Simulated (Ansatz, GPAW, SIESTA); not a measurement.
Ge3Pd: 4 runs at one level of theory

```
CELL_PARAMETERS angstrom
4.14202 0.00000 0.00000
0.00000 4.14202 0.00000
0.00000 0.00000 4.14202
ATOMIC_POSITIONS crystal
Pd 0.00000 0.00000 0.00000
Ge 0.50000 0.50000 0.00000
Ge 0.50000 0.00000 0.50000
Ge 0.00000 0.50000 0.50000
```

The cell comes from a database or a generator and needn't be the stable form of this composition.

Alike in all runs: task band structure; functional PBE; k mesh 7 × 7 × 7; occupations fermi-dirac, width 0.05 eV; no spin polarisation; no spin-orbit coupling. Pressure is positive in compression and, in plane waves, holds the error of the finite cutoff, which Ansatz's Pulay term estimates and takes out.

| program and potentials | plane-wave cutoff (eV) | notes | pressure (GPa) |
| --- | --- | --- | --- |
| Ansatz, Ansatz PAW | 420 | 15 valence electrons an atom on average; Pulay term of +0.04 GPa included | -0.10 |
| SIESTA, files PseudoDojo sr-pbe-0.4.1-standard, DZP (energy shift 0.003 Ry; two zetas on semicore shells) | - | atomic basis; 15 valence electrons an atom on average | 1.53 |
| GPAW, GPAW PAW data sets (gpaw-data 1.2.1) | 600 | 7 valence electrons an atom on average | -0.25 |
| Ansatz, all-electron LAPW, scalar-relativistic | - | - | -0.08 |

The pressure spans -0.25 (GPAW, GPAW PAW data sets (gpaw-data 1.2.1)) to 1.53 GPa (SIESTA, files PseudoDojo sr-pbe-0.4.1-standard, DZP (energy shift 0.003 Ry; two zetas on semicore shells)), with all-electron results at -0.08. The pressure on the cell as given of SIESTA, files PseudoDojo sr-pbe-0.4.1-standard, DZP (energy shift 0.003 Ry; two zetas on semicore shells) lies far from the others; the cause wasn't traced. Rows in atomic bases carry the error of their basis and grid, which can be large.

The functional is the same throughout but for its coding, so the spread measures potentials, basis and numerics; runs on potential files found faulty are left out.
